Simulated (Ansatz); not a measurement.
Total density of states per atom from LDA in the plane-wave PAW code Ansatz, in 0.25 eV bins, energy from the Fermi level:

(E (eV), states/eV/atom): (-7.85, 0.07); (-7.60, 0.21); (-7.35, 0.27); (-7.10, 0.28); (-6.85, 0.31); (-6.60, 0.32); (-6.35, 0.26); (-6.10, 0.25); (-5.85, 0.29); (-5.60, 0.46); (-5.35, 0.47); (-5.10, 0.37); (-4.85, 0.28); (-4.60, 0.39); (-4.35, 0.37); (-4.10, 0.27); (-3.85, 0.23); (-3.60, 0.26); (-3.35, 0.34); (-3.10, 0.45); (-2.85, 0.49); (-2.60, 0.48); (-2.35, 0.39); (-2.10, 0.33); (-1.85, 0.45); (-1.60, 0.66); (-1.35, 0.60); (-1.10, 0.62); (-0.85, 0.68); (-0.60, 0.43); (-0.35, 0.45); (-0.10, 0.23); (0.15, 0.04); (0.40, 0.06); (0.65, 0.08); (0.90, 0.11); (1.15, 0.13); (1.40, 0.17); (1.65, 0.28); (1.90, 0.38); (2.15, 0.33); (2.40, 0.16); (2.65, 0.11); (2.90, 0.08); (3.15, 0.05); (3.40, 0.02); (3.65, 0.01); (3.90, 0.01); (4.15, 0.02); (4.40, 0.02); (4.65, 0.03)

Problem. Which of these materials gives this?
(A) Te2Pt, R-3m (Pt on 3a, Te on 6c)
(B) BN, Fmm2 (B on 4a, N on 4a)
(C) CdSiN2, R-3m (Cd on 3b, Si on 3a, N on 6c)
(D) YOF, R-3m (Y on 6c, O on 6c, F on 6c)

Solution. C, CdSiN2, R-3m (Cd on 3b, Si on 3a, N on 6c). Within 0.5 eV of the Fermi level: N 2p 82 %, outside the projected shells 11 %. Projections are on Löwdin-orthogonalised atomic valence shells; empty p or d shells of many metals are not among them.

The start of the workflow was typed in or built on a structure type; neither database checked (COD, Materials Project) lists it. Whether it is the stable phase at ambient conditions was not checked. Symmetry was held in the LDA relaxation; its stability against distortions is not shown here. The volume moved by -46 % from the start of the relaxation. Scalar-relativistic: spin–orbit coupling is off unless named, which matters more the heavier the elements.

Potentials: the earlier of the program's two PAW sets. The files were generated under PBE; for other functionals the program regenerates the frozen cores, and for LDA and PBEsol the local potential too.
